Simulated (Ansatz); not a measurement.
An Ansatz input:

```yaml
crystal:
  lattice:
    - [-1.6652327965, 1.6652327965, 1.6652327965]
    - [1.6652327965, -1.6652327965, 1.6652327965]
    - [1.6652327965, 1.6652327965, -1.6652327965]
  atoms:
    - { symbol: Se, position: [0.0, 0.0, 0.0] }
hamiltonian:
  xc: pbesol
  pseudopotentials:
    kind: paw
    azcp:
      Se: "pseudopotentials/Se.paw.azcp"
basis:
  ecutwfc: 420
  fft_grid_basis: typed
kpoints:
  mp_grid: { grid: [15, 15, 15], shift: [0, 0, 0] }
magnetization:
  spin_polarized: false
scf:
  occupations: { method: fermi_dirac, width: 0.1 }
  lower_state_search: "off"
output:
  stress: true
```

Terminal output

```
Warning: the record states the generating functional pbe (its physics header spells it `PBE`), which answers neither for hamiltonian.xc's functional nor for the pbesol family's — results may be inconsistent (PPs are generated against a specific XC)
Engine: ansatz 0.2.0, aarch64-unknown-linux-gnu
Pseudopotentials: kind: paw
Pseudopotential: Se, paw, valence charge 16, recommended cutoff 420 eV (normal) 
Functional definition: PBEsol
  exchange = pbesol_x
  correlation = pbesol_c
Crystal: 1 atoms, lattice volume = 18.471 Å³
Basis set: ecut = 420 eV, 369 PW (Γ)
Bands: 12, of which v1, the nominal top of the filled ones, is band 8 counted from 1 (7 counted from 0)
Symmetry: 48 space group operations
Space group: Im-3m (ITA 229), of the structure as read, at distance tolerance 2.6e-5 Å
k-points: 120 of 3375
Non-local potential: Se, projectors of the file, l = 0: 2, l = 1: 2, l = 2: 3, l = 3: 1
PAW form: soft (Blöchl's): semilocal exchange-correlation on the pseudo side does not see the compensation charge
PAW frozen core: Se, regenerated for the run's functional, and the local potential with it (the file was generated under x = pbe(κ = 0.804, μ = 0.2195149727645171), c = pbe(β = 0.06672455060314922))
PAW one-centre angular grid: Se, 590 points (default); XC on 64 Gauss nodes
Initial density: superposition of atomic densities (neutral atoms: chi_scale 0, normalization atom), corrected by the library's trained network
Initial wavefunctions: pseudopotential atomic-orbital guess
Functional: x = pbesol(κ = 0.804, μ = 0.12345679012345678), c = pbesol(β = 0.046)
SCF iter   1: F=—  HF=-5423.740260 eV  |F-HF|=—  |Δ(HF+E_count)|=         —  Δρ=2.01e-3  dr2=4.18e-4  ethr=1.77e-3  ⟨swp⟩=5.2  Hψ=8422  notcnv=0
SCF iter   2: F=—  HF=-5423.740056 eV  |F-HF|=—  |Δ(HF+E_count)|=   2.04e-4  Δρ=1.05e-3  dr2=9.22e-5  ethr=2.61e-6  ⟨swp⟩=2.0  Hψ=3364  notcnv=0
SCF iter   3: F=—  HF=-5423.740128 eV  |F-HF|=—  |Δ(HF+E_count)|=   7.24e-5  Δρ=3.37e-4  dr2=6.80e-6  ethr=5.76e-7  ⟨swp⟩=2.1  Hψ=1904  notcnv=0
SCF iter   4: F=—  HF=-5423.740138 eV  |F-HF|=—  |Δ(HF+E_count)|=   9.50e-6  Δρ=3.47e-5  dr2=1.53e-7  ethr=4.25e-8  ⟨swp⟩=2.5  Hψ=2233  notcnv=0
iter 5 did not close the SCF: its close was put off for the readings that it lacked (scf_convergence_deferred on its scf_iter line)
SCF iter   5: F=-5423.740138 eV  HF=-5423.740138 eV  |F-HF|=8.20e-10  |Δ(HF+E_count)|=   2.66e-9  Δρ=3.57e-6  dr2=1.11e-9  ethr=9.57e-10  ⟨swp⟩=2.0  Hψ=2402  notcnv=0
SCF iter   6: F=-5423.740138 eV  HF=-5423.740138 eV  |F-HF|=1.55e-11  |Δ(HF+E_count)|=  2.36e-10  Δρ=2.60e-7  dr2=1.26e-11  ethr=6.95e-12  ⟨swp⟩=1.1  Hψ=4358  notcnv=0
SCF 1 converged in 6 iterations: F = -5423.740138 eV  dr2 = 1.26e-11
SCF converged after 6 iterations
Free energy (F): -5423.740138 eV
Harris-Foulkes:  -5423.740138 eV  (|F-HF|=1.55e-11)
Internal energy: -5423.712077 eV  (E = F + TS)
E sigma→0 (E₀):  -5423.726108 eV
Entropy (-TS):   -0.028060 eV (-28.060 meV/atom)
Fermi energy:    12.819527 eV
--- Per-component energies (eV) ---
  E_band       = -320.992105
  E_kinetic    = 118.078154
  E_local      = -1965.593369  (includes V_loc(G=0)·N_el)
  E_nonlocal   = -590.836125
  E_hartree    = 999.948573
  E_xc         = -103.430783
  E_vxc        = -98.222911  (∫ρ·V_xc dr)
  E_paw        = -1868.852670  (= ΣΔE_a)
  E_vpaw       = 215.685426  (= ΣTr[D̂ρ^β])
  E_aug_tail   = -0.000605  (compensation charges beyond the density's cutoff)
  E_ewald      = -2014.033703
  E_core_change = 1.008450  (= ΣΔE_core)
  E_smearing   = -0.028060  (= −TS)
  E_closure    = 0.000000  (closes the sum)
  Σ components = -5423.740138   (vs F -5423.740138, Δ=0.00e0)
--- Stress (GPa, compression-positive) ---
        4.243062       0.000000       0.000000
       -0.000000       4.243062      -0.000000
        0.000000       0.000000       4.243062
  P = ⅓ Tr σ = 4.2431 GPa (42.431 kbar)
```
